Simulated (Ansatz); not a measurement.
**HfO2: the gap against volume**

HfO2, Fm-3m, a = 5.044 Å. This isn't the usual stable structure of the compound. Ansatz: PBEsol, PAW, 420 eV, Γ-centred 8×8×8 mesh on 3 atoms, Gaussian smearing 0.02 eV; no spin polarisation. Symmetry fixes shape and atoms, so the cell is only scaled; x = ln(V/V0) with V0 = 10.693 Å³/atom. The gap is read at the mesh points alone.

| x | gap y (eV) |
| --- | --- |
| -0.1278 | 3.966 |
| -0.0943 | 3.897 |
| -0.0619 | 3.826 |
| -0.0305 | 3.755 |
| 0.0000 | 3.688 |
| 0.0296 | 3.619 |
| 0.0583 | 3.551 |
| 0.0953 | ? |

Question: Fit a straight line to the other rows, give the volume deformation potential of the gap and its pressure coefficient, and predict the missing gap. B0 = 264.2 GPa.

Answer: Means x = -0.03237, y = 3.7574; Σ(Δx)² = 0.02693, ΣΔxΔy = -0.06012; the slope is their ratio. y = 3.6852 − 2.2327 x. The slope is the deformation potential a = dE_g/d ln V = -2.23 eV, and dE_g/dP = −a/B0 = 8.45 meV/GPa. At x = 0.0953 the fit asked for gives 3.472 eV. The run gave 3.465 eV, so the fit is 0.007 eV too high, 1.4 % of the span of the series, against an rms of 0.003 eV on the fitted rows. The row lies outside the fitted range. With a term in x² added, a fit to the same known rows predicts 3.462 eV, a smaller miss on the other side.

Spin-orbit coupling is left out, which matters for the bands of heavy elements. Semilocal functionals give gaps under the measured ones; changes of the gap mostly carry over better.